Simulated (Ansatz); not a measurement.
TaS$_{2}$:
Space group P-3m1 (No. 164); a = 3.327 Å, b = 3.327 Å, c = 5.783 Å, α = 90.00°, β = 90.00°, γ = 120.00°

| atom | site | symmetry | x | y | z |
|---|---|---|---|---|---|
| Ta | 1a | -3m. | 0.0000 | 0.0000 | 0.0000 |
| S | 2d | 3m. | 0.3333 | 0.6667 | 0.2673 |

Relaxed with PBE+D3(BJ).

Tabulate the valence density and the electron localisation function along the shortest Ta–Ta contact (3.33 Å), PBE+D3(BJ) in the plane-wave PAW code Ansatz.



| distance from Ta (Å) | density (e/Å³) | ELF |
|---|---|---|
| 0.33 | 4.48 | 0.42 |
| 0.50 | 4.18 | 0.70 |
| 0.67 | 2.81 | 0.72 |
| 0.83 | 1.38 | 0.53 |
| 1.00 | 0.56 | 0.22 |
| 1.16 | 0.30 | 0.13 |
| 1.33 | 0.23 | 0.17 |
| 1.50 | 0.21 | 0.25 |
| 1.66 | 0.20 | 0.28 |
| 1.83 | 0.21 | 0.25 |
| 2.00 | 0.23 | 0.17 |
| 2.16 | 0.30 | 0.13 |
| 2.33 | 0.56 | 0.22 |
| 2.50 | 1.38 | 0.53 |
| 2.66 | 2.81 | 0.72 |
| 2.83 | 4.18 | 0.70 |
| 2.99 | 4.48 | 0.42 |

The density is the valence pseudo-density with augmentation charge, so density and ELF within about 1 Å of a nucleus are not all-electron values.

This is a known high-temperature phase of the composition, computed here at zero pressure and temperature. The cell was relaxed with PBE+D3(BJ) under the symmetry of its start; whether a distortion lowers the energy is not shown. No spin polarisation was allowed. Scalar-relativistic: spin–orbit coupling is off unless named, which matters more the heavier the elements.

Potentials: the later of the program's two PAW sets.
